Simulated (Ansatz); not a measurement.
A geometry of MgZn₂ away from equilibrium: the start of the relaxation of a relaxed MgZn2 cell squeezed uniformly to 88 % of its volume. The numbers are results of PBEsol (plane waves to 420 eV, PAW, scalar-relativistic; Ansatz, a program for electronic structure), not measurements. Γ-centred k-mesh 8×8×7 on the run's cell (coarser than for final values), Fermi–Dirac smearing 0.05 eV.

```xyz
6
Lattice="2.3520 -3.6555 0.0000 2.3520 3.6555 0.0000 0.0000 0.0000 5.1008" Properties=species:S:1:pos:R:3 pbc="T T T"
Mg     2.3520    -1.0350     3.8256
Mg     2.3520     1.0350     1.2752
Zn     2.3520    -1.5104     1.2752
Zn     2.3520     1.5104     3.8256
Zn     0.0000     0.0000     2.5504
Zn     0.0000     0.0000     0.0000
```

Q: What forces act on the atoms (eV/Å)?

A: 
```
atom    Fx     Fy    Fz
----  ----  -----  ----
Mg1   0.00  -0.06  0.00
Mg2   0.00   0.06  0.00
Zn3   0.00   0.21  0.00
Zn4   0.00  -0.21  0.00
Zn5   0.00   0.00  0.00
Zn6   0.00   0.00  0.00
```

Q: What is the pressure?

A: +10.4 GPa, compression positive.

No spin polarisation in the result.

The run could not lose the symmetry of its start.

The cell that was disturbed is our relaxation of an entry of Materials Project.
